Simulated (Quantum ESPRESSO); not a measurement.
Inputs of pw.x and gipaw.x (a modified build of Quantum ESPRESSO, PBE) for BaSrYNbO$_{6}$; the starting potential comes from an earlier run on another mesh:

```
&CONTROL
  calculation = 'scf'
  prefix = 'x'
  pseudo_dir = './pseudo'
  outdir = './out'
  tprnfor = .true.
/
&SYSTEM
  ibrav = 0
  nat = 10
  ntyp = 5
  ecutwfc = 45
  ecutrho = 180
  occupations = 'fixed'
  nbnd = 40
/
&ELECTRONS
  conv_thr = 1e-11
  startingpot = 'file'
/
ATOMIC_SPECIES
Ba 137.327 Ba.GGA_PBE-JTH.UPF
Sr 87.620 Sr.GGA_PBE-JTH.UPF
Y 88.906 Y.GGA_PBE-JTH.UPF
Nb 92.906 Nb.GGA_PBE-JTH.UPF
O 15.999 O.GGA_PBE-JTH.UPF
CELL_PARAMETERS angstrom
    0.000000000000     4.167415700000     4.294989650000
    4.294989650000     0.000000000000     4.294989650000
    4.294989650000     4.167415700000     0.000000000000
ATOMIC_POSITIONS crystal
Ba     0.250000000000     0.250000000000     0.250000000000
Sr     0.750000000000     0.750000000000     0.750000000000
Y      0.500000000000     0.500000000000     0.500000000000
Nb     0.000000000000    -0.000000000000    -0.000000000000
O      0.764305496600     0.235694503400     0.235694503400
O      0.763149348000     0.236850652000     0.763149348000
O      0.235694503400     0.764305496600     0.764305496600
O      0.236850652000     0.763149348000     0.236850652000
O      0.764305496600     0.764305496600     0.235694503400
O      0.235694503400     0.235694503400     0.764305496600
K_POINTS automatic
4 4 4 1 1 1
```

```
&INPUTGIPAW
  job = 'nmr'
  prefix = 'x'
  tmp_dir = './out/'
  restart_mode = 'from_scratch'
  pawproj(1) = .true.
  pawproj(2) = .true.
  pawproj(3) = .true.
  pawproj(4) = .true.
  pawproj(5) = .true.
  use_nmr_macroscopic_shape = .false.
/
```

The cell was made here from a computed Materials Project entry: strained by -2 % along the cube axis and by +1 % across it, atoms relaxed (PBE without dispersion, pw.x of Quantum ESPRESSO, symmetry kept). The parent is BaSrYNbO6 in F-43m; whether this form has been observed was not checked. Stability against distortions was not tested. The run has no spin polarisation.

Problem. What does gipaw.x print for the total shieldings?

Solution. 
```
     Total NMR chemical shifts in ppm: ---------------------------------------
     (adopting the Simpson convention for anisotropy and asymmetry)-----------

     Atom  1  Ba  pos: (  0.358843  0.348184  0.358843)  Total sigma:        5034.93
          5019.7042         -0.0000          0.0000
             0.0000       5065.3668         -0.0000
             0.0000          0.0000       5019.7042

     Ba      1    anisotropy:     45.66    eta:    0.0000

     Atom  2  Sr  pos: (  1.076528  1.044552  1.076528)  Total sigma:        3072.34
          3065.2584          0.0000         -0.0000
            -0.0000       3086.5113          0.0000
            -0.0000         -0.0000       3065.2584

     Sr      2    anisotropy:     21.25    eta:    0.0000

     Atom  3  Y   pos: (  0.717685  0.696368  0.717685)  Total sigma:        2285.10
          2261.7966         -0.0000          0.0000
            -0.0000       2331.7064         -0.0000
             0.0000         -0.0000       2261.7966

     Y       3    anisotropy:     69.91    eta:    0.0000

     Atom  4  Nb  pos: (  0.000000  0.000000  0.000000)  Total sigma:         272.44
           261.1783         -0.0000         -0.0000
            -0.0000        294.9550          0.0000
             0.0000         -0.0000        261.1783

     Nb      4    anisotropy:     33.78    eta:    0.0000

     Atom  5  O   pos: (  0.338309  0.696368  0.717685)  Total sigma:        -177.39
            -7.7317          0.0000         -0.0000
             0.0000       -285.5409         20.6806
             0.0000         20.8293       -238.9028

     O       5    anisotropy:    254.49    eta:    0.3680

     Atom  6  O   pos: (  0.717685  1.062865  0.717685)  Total sigma:        -192.89
          -305.3007          0.0000        -16.0274
             0.0000         31.9166          0.0000
           -16.0274          0.0000       -305.3007

     O       6    anisotropy:    337.22    eta:    0.1426

     Atom  7  O   pos: (  1.097061  0.696368  0.717685)  Total sigma:        -177.39
            -7.7317          0.0000         -0.0000
             0.0000       -285.5409        -20.6806
            -0.0000        -20.8293       -238.9028

     O       7    anisotropy:    254.49    eta:    0.3680

     Atom  8  O   pos: (  0.717685  0.329870  0.717685)  Total sigma:        -192.89
          -305.3007         -0.0000         16.0274
             0.0000         31.9166          0.0000
            16.0274          0.0000       -305.3007

     O       8    anisotropy:    337.22    eta:    0.1426

     Atom  9  O   pos: (  0.717685  0.696368  1.097061)  Total sigma:        -177.39
          -238.9028        -20.8293         -0.0000
           -20.6806       -285.5409         -0.0000
             0.0000         -0.0000         -7.7317

     O       9    anisotropy:    254.49    eta:    0.3680

     Atom 10  O   pos: (  0.717685  0.696368  0.338309)  Total sigma:        -177.39
          -238.9028         20.8293          0.0000
            20.6806       -285.5409          0.0000
             0.0000          0.0000         -7.7317

     O      10    anisotropy:    254.49    eta:    0.3680
```
The printed anisotropy is 3/2 (σ_33 − σ_iso) in the program's own order; the axes are left out here. Anisotropies that symmetry doesn't fix are less certain than the isotropic values. These are absolute shieldings with no macroscopic susceptibility term; δ = σ_ref − σ needs a reference computed alike. In our sweeps, cutoffs and meshes of this size left a few ppm, and up to some 20 ppm on atoms from Zn on. No spin–orbit coupling; Ba is the heaviest element present.
